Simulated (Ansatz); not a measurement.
## Ansatz run, LaMgAs3

The input, for Ansatz 0.2.0 (plane waves, PAW):

```yaml
crystal:
  lattice:
    - [3.146348, 1.816548, 5.083292]
    - [-3.146348, 1.816548, 5.083292]
    - [0.0, -3.633084, 5.083292]
  atoms:
    - { symbol: Mg, position: [0.0, 0.0, 0.0] }
    - { symbol: Mg, position: [0.5, 0.5, 0.5] }
    - { symbol: As, position: [0.8048, 0.6952, 0.25] }
    - { symbol: As, position: [0.25, 0.8048, 0.6952] }
    - { symbol: As, position: [0.6952, 0.25, 0.8048] }
    - { symbol: As, position: [0.1952, 0.3048, 0.75] }
    - { symbol: As, position: [0.75, 0.1952, 0.3048] }
    - { symbol: As, position: [0.3048, 0.75, 0.1952] }
    - { symbol: La, position: [0.25, 0.25, 0.25] }
    - { symbol: La, position: [0.75, 0.75, 0.75] }
  symmetry: { tolerance: 0.0003 }
kpoints:
  mp_grid: { grid: [5, 5, 5], shift: [0, 0, 0] }
  band_path:
    path:
      - [0.0, 0.0, 0.0]
      - [0.5, 0.5, 0.5]
      - [0.74819784, 0.25180216, 0.5]
      - [0.5, -0.25180216, 0.25180216]
      - [0.5, 0.0, 0.0]
      - [0.0, 0.0, 0.0]
      - [0.37590108, -0.37590108, 0.0]
      - [0.62409892, 0.0, 0.37590108]
      - [0.5, 0.0, 0.5]
      - [0.0, 0.0, 0.0]
    npoints: 7
magnetization:
  spin_polarized: false
scf:
  occupations: { method: methfessel_paxton, width: 0.024 }
  lower_state_search: "off"
  max_iter: 200
hamiltonian:
  pseudopotentials: { kind: paw }
  xc: pbe
basis:
  ecutwfc: 420
  fft_grid_basis: typed
output:
  forces: true
  stress: true
  eigenvalues: true
  bader: true
  populations: true
  elf: true
  write_potential: true
  volumetric_format: npy
  dos:
    e_range: [-12, 8]
    de: 0.05
    projected: { site_lists: { As: [As], La: [La], Mg: [Mg] } }
  write_density: true
checkpoint:
  read: saved_state
```

Launched with:

```sh
ansatz run input.yaml --threads 1 --pin off --max-ram 2560MiB --backend cpu --events-out ev --progress --plain --runs-dir out
```

The saved state is an earlier solution for the same cell, perhaps on another mesh. 

Excerpt of what it printed:

```
SCF iter   1: F=—  Δρ=1.45e-3  dr2=3.92e-3
SCF iter   2: F=—  S|Δr|=    0.00e0  Δρ=8.56e-4  dr2=1.38e-3
SCF iter   3: F=—  S|Δr|=    0.00e0  Δρ=1.49e-4  dr2=3.80e-5
SCF iter   4: F=—  S|Δr|=    0.00e0  Δρ=5.37e-5  dr2=4.26e-6
SCF iter   5: F=—  S|Δr|=    0.00e0  Δρ=1.17e-5  dr2=2.76e-7
SCF iter   6: F=-45480.5697 eV  S|Δr|=    0.00e0  Δρ=3.95e-6  dr2=1.31e-8
Free energy (F): -45480.5697 eV
Harris-Foulkes:  -45480.5697 eV  (|F-HF|=2.92e-9)
Internal energy: -45480.5698 eV  (E = F + TS)
E sigma→0 (E₀):  -45480.5697 eV
Entropy (-TS):   0.0000 eV (0.006 meV/atom)
Fermi energy:    14.8711 eV
--- Per-component energies (eV) ---
  E_band       = -1522.0267
  E_kinetic    = 1207.2911
  E_local      = -12895.2115  (includes V_loc(G=0)·N_el)
  E_nonlocal   = -3640.7115
  E_hartree    = 6726.4988
  E_xc         = -838.2277
  E_vxc        = -880.4516  (∫ρ·V_xc dr)
  E_paw        = -22417.5629  (= ΣΔE_a)
  E_vpaw       = 1234.0596  (= ΣTr[D̂ρ^β])
  E_aug_tail   = 0.0000  (compensation charges beyond the density's cutoff)
  E_ewald      = -13622.6460
  E_smearing   = 0.0000  (= −TS)
--- Forces (eV/Å), atoms counted from 1 ---
  atom   1  Mg     0.0000     0.0000     0.0000
  atom   2  Mg     0.0000     0.0000     0.0000
  atom   3  As    -0.3726     0.0000     0.0000
  atom   4  As     0.1863    -0.3226     0.0000
  atom   5  As     0.1863     0.3226     0.0000
  atom   6  As     0.3726     0.0000     0.0000
  atom   7  As    -0.1863     0.3226     0.0000
  atom   8  As    -0.1863    -0.3226     0.0000
  atom   9  La     0.0000     0.0000     0.0000
  atom  10  La     0.0000     0.0000     0.0000
--- Stress (GPa, compression-positive) ---
       44.1480       0.0000       0.0000
        0.0000      44.1480       0.0000
        0.0000       0.0000      30.5348
  P = ⅓ Tr σ = 39.6102 GPa (396.102 kbar)
--- Bader charges: 10 sites ---
  site symbol  charge [e]  shift [e]
     0     Mg      1.5235     0.0045
     1     Mg      1.5235     0.0045
     2     As     -0.9770     0.0015
     3     As     -0.9770     0.0015
     4     As     -0.9770     0.0015
     5     As     -0.9770     0.0015
     6     As     -0.9770     0.0015
     7     As     -0.9770     0.0015
     8     La      1.4074     0.0000
     9     La      1.4074     0.0000
```

Origin: a known structure type with other elements, at an estimated volume, so it need not be a known compound. Caveats: atoms or cell far from equilibrium; f levels without a U or exact exchange are poorly placed.

Question: What did the run cost?

Answer: Run time, from a saved density: 2.6 min on 1 thread of Intel(R) Xeon(R) Platinum 8488C (Sapphire Rapids), on a shared host, peak memory 0.85 GiB.
